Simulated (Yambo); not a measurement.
```
CELL_PARAMETERS angstrom
      3.14988     0.00000     0.00000
     -1.57494     2.72787     0.00000
      0.00000     0.00000    12.09081
ATOMIC_POSITIONS crystal
  S  0.66667 0.33333 0.62047
  S  0.33333 0.66667 0.37953
  S  0.33333 0.66667 0.12047
  S  0.66667 0.33333 0.87953
  Mo 0.66667 0.33333 0.25000
  Mo 0.33333 0.66667 0.75000
```

MoS2 (space group P6_3/mmc, No. 194): mean Im ε in 1 eV windows above the direct gap of 2.16 eV, for different electron-hole kernels (Yambo, broadening 0.15 eV, PBEsol (Quantum ESPRESSO, PseudoDojo norm-conserving, 80 Ry, scalar-relativistic) bands; 9×9×2 mesh, 11 valence and 8 conduction bands, static screening with 69 bands and a 3 Ry block, scissor 0.46 eV, Tamm-Dancoff; field along x).

```
window (eV)  independent quasiparticles  RPA (no attraction)  BSE
-----------  --------------------------  -------------------  ---
2.2 to 3.2                           14                  9.7   21
3.2 to 4.2                           20                   22   20
4.2 to 5.2                           16                   16   14
```

This run doesn't resolve bound excitons or single peaks, so only averages are given, and they too depend on the mesh; weight that the attraction moves below the gap isn't listed. All transitions below 5.87 eV are in the band window. The scissor comes from a G0W0 run whose convergence isn't established.

Spin-orbit splittings are left out.

Geometry relaxed with PBE+D3(BJ).
